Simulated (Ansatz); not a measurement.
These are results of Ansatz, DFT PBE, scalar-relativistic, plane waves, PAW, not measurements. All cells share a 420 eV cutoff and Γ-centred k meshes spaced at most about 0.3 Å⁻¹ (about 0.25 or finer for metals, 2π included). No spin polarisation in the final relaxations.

All energies are static (0 K, no zero-point motion).

Two forms of Zr₂B₃ were relaxed alike.

1.

Space group P-3m1 (No. 164). a = 3.972 Å, b = 3.972 Å, c = 4.970 Å, α = 90.00°, β = 90.00°, γ = 120.00°
| atom | site | symmetry | x | y | z |
| --- | --- | --- | --- | --- | --- |
| Zr | 2d | 3m. | 0.6667 | 0.3333 | 0.2486 |
| B | 2d | 3m. | 0.6667 | 0.3333 | 0.7399 |
| B | 1a | -3m. | 0.0000 | 0.0000 | 0.0000 |

2.

Space group R-3m:H (No. 166). a = 3.454 Å, b = 3.454 Å, c = 18.876 Å, α = 90.00°, β = 90.00°, γ = 120.00°
```
atom  site  symmetry       x       y       z
  Zr    6c        3m  0.6667  0.3333  0.7327
   B    9d      .2/m  0.1667  0.8333  0.8333
```

Question: Which is lower in energy, and by how much?

Answer: Cell 2 is lower, by 0.33 eV/atom. Cell 1 has space group P-3m1 (No. 164), 13.6 Å³/atom and no gap on its mesh; cell 2 has space group R-3m (No. 166), 13.0 Å³/atom and no gap. Counting B atoms around Zr (those within 1.25 times the shortest such distance or 1.15 times the sum of covalent radii, 1.27 where that leaves under three), cell 1 has Zr 8 and cell 2 has Zr 6. Cell 2 holds B–B nets (shortest 1.73 Å); in cell 1 the shortest B–B distance is 2.63 Å. The denser one is the lower, and pressure would at first widen the difference. In cell 1, Zr has 3 B at 2.29 Å and 5 B at 2.44–2.60 Å; B on a site of symmetry 3m has 3 Zr at 2.29 Å, 2 Zr at 2.44–2.53 Å and 3 B at 2.63 Å; B on a site of symmetry -3m is surrounded by 6 Zr at 2.60 Å and 6 B at 2.63 Å. In cell 2, Zr has 6 B at 2.57 Å and 3 Zr at 3.19 Å; B is surrounded by 4 B at 1.73 Å and 4 Zr at 2.57 Å. Both come from invented guesses. A third cell relaxed alike, in P-1, lies 0.41 eV/atom below the lower of the two; the P-3m1 cell fell into it when its atoms were moved at random.

Cells relaxed within their symmetry can be saddle points.
